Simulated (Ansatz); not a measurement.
A relaxed structure of GaN. Space group P6₃mc (No. 186), AFLOW prototype AB_hP12_186_a2b_a2b (B6, as in SiC). Level of theory: PBE (plane waves to 420 eV, PAW, scalar-relativistic; Ansatz, a program for electronic structure).

```xyz
12
Lattice="3.2170 0.0000 0.0000 -1.6085 2.7860 0.0000 0.0000 0.0000 15.7490" Properties=species:S:1:pos:R:3 pbc="T T T"
Ga     0.0000     0.0000    15.7451
Ga     0.0000     0.0000     7.8706
Ga     1.6085     0.9287    13.1236
Ga     0.0000     1.8573     5.2491
Ga     1.6085     0.9287     2.6233
Ga     0.0000     1.8573    10.4978
N      0.0000     0.0000    13.7747
N      0.0000     0.0000     5.9002
N      1.6085     0.9287    11.1514
N      0.0000     1.8573     3.2770
N      1.6085     0.9287     0.6515
N      0.0000     1.8573     8.5260
```

```yaml
volume_per_atom: 11.76 Å³
density: 5.91 g/cm³
band_gap: 1.59 eV, direct at Γ (no spin-orbit coupling)
shortest_distances: Ga–N 1.97 Å; Ga–Ga 3.21 Å; N–N 3.21 Å
k-mesh: 10×10×2
```

Band energies at high-symmetry points (eV from the VBM; labels of this space group; no spin-orbit coupling), from −5 eV up to 6.6 eV:

```json
[
 {"point": "Γ", "energies": "-2.29 -2.26 -0.96 -0.96 -0.75 -0.75 -0.72 -0.72 -0.27 -0.27 -0.25 -0.25 -0.01 0.00 0.00 1.59 3.17 3.33 4.15 4.32 4.38"},
 {"point": "M", "energies": "-3.47 -3.33 -2.62 -2.45 -2.28 -2.25 -2.24 -1.75 -1.43 -1.41 -1.24 -0.94 3.75 4.08 4.47 4.67 5.36 5.62"},
 {"point": "K", "energies": "-4.51 -4.51 -4.16 -3.61 -3.33 -3.33 -2.46 -2.46 -2.28 -1.74 -1.66 -1.66 5.60 5.60 5.67 6.46"},
 {"point": "A", "energies": "-3.80 -3.80 -0.90 -0.90 -0.90 -0.90 -0.85 -0.85 -0.50 -0.50 -0.50 -0.50 -0.07 -0.07 -0.07 -0.07 2.28 2.28 3.93 3.93 4.34 4.34"},
 {"point": "L", "energies": "-3.25 -3.25 -2.60 -2.60 -2.52 -2.52 -1.85 -1.85 -1.37 -1.37 -1.08 -1.08 3.77 3.77 5.02 5.02 5.09 5.09"},
 {"point": "H", "energies": "-4.43 -4.43 -3.91 -3.91 -3.47 -3.47 -2.27 -2.27 -1.98 -1.98 -1.76 -1.76 5.72 5.72 6.00 6.00 6.52 6.52"}
]
```

No spin polarisation in the result.

The run could not lose the symmetry of its start.

The first start was generated by placing the elements on the sites of a structure type. A measured structure of GaN has the same space group, P6₃mc (No. 186); the sites were not compared with it.
